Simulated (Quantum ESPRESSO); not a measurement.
## Kohn-Sham bands of Mg₃ZnO₄ (R-3m)

```
CELL_PARAMETERS angstrom
     -1.51280     2.62024     0.00000
     -3.02559     0.00000     0.00000
     -1.51280     0.87341     9.85615
ATOMIC_POSITIONS crystal
  Mg 0.24977 0.24977 0.25068
  Mg 0.75023 0.75023 0.74932
  Mg 0.50000 0.50000 0.50000
  Zn 0.00000 0.00000 0.00000
  O  0.12507 0.12507 0.62478
  O  0.87493 0.87493 0.37522
  O  0.37652 0.37652 0.87045
  O  0.62348 0.62348 0.12955
```

Materials Project entry mp-1222142; symmetrised, unrelaxed at this level. Not found in the COD (Crystallography Open Database) copy used; not checked further. Computed values, not measurements, from PBEsol: Quantum ESPRESSO (norm-conserving PseudoDojo potentials, cutoff 68 Ry, no spin polarisation, no spin-orbit coupling) on a Γ-centred 6×6×6 mesh, then Wannier90. Density: 12×12×12 mesh, cold smearing 0.01 Ry.

Task: List the Kohn-Sham levels between −8 and 6.1 eV relative to the valence-band maximum at the high-symmetry points, as a band run of pw.x on that density gives them (levels within 2 meV counted together).

Result: 
| point | k (reciprocal lattice) | levels (eV) |
|---|---|---|
| Γ | 0.000 0.000 0.000 | -5.77, -4.77 (×2), -4.20 (×2), -3.99, -2.96, -2.93, -0.79 (×2), -0.75 (×2), -0.38, -0.33 (×2), -0.03 (×2), 3.08, 5.82, 5.96 |
| T | 0.000 0.000 0.500 | -5.67, -4.77 (×2), -4.21, -4.20 (×2), -3.54, -1.42, -1.36, -0.88 (×2), -0.55 (×2), -0.47 (×2), 0.00 (×2), 3.65, 4.84 |
| H_2 | -0.328 -0.656 0.172 | -5.08, -5.07, -4.89, -4.58, -4.54, -3.55, -3.54, -3.43, -3.25, -3.10, -2.99, -2.48, -2.32, -1.41, -1.31, -0.75, -0.72 |
| H_0 | -0.344 -0.672 -0.172 | -5.08, -5.07, -4.89, -4.58, -4.54, -3.55, -3.54, -3.43, -3.25, -3.10, -2.99, -2.48, -2.32, -1.41, -1.31, -0.75, -0.72 |
| L | 0.000 -0.500 0.000 | -5.84, -4.94, -4.73, -4.58, -4.30, -4.24, -3.95, -3.84, -3.31, -2.24, -1.84, -1.76, -1.41, -1.36, -0.99, -0.55, -0.31 |
| S_0 | -0.336 -0.672 -0.336 | -5.08, -5.07, -4.90, -4.58, -4.54, -3.55, -3.51, -3.48, -3.23, -3.14, -2.94, -2.51, -2.31, -1.42, -1.31, -0.76, -0.71 |
| S_2 | -0.336 -0.664 0.000 | -5.08, -5.07, -4.90, -4.58, -4.54, -3.55, -3.51, -3.48, -3.23, -3.14, -2.94, -2.51, -2.31, -1.42, -1.31, -0.76, -0.71 |
| F | -0.500 -0.500 0.000 | -5.86, -4.92, -4.73, -4.50, -4.40, -4.05 (×2), -3.95, -3.21, -2.34, -1.79, -1.72, -1.65, -1.31, -1.08, -0.31, -0.29 |
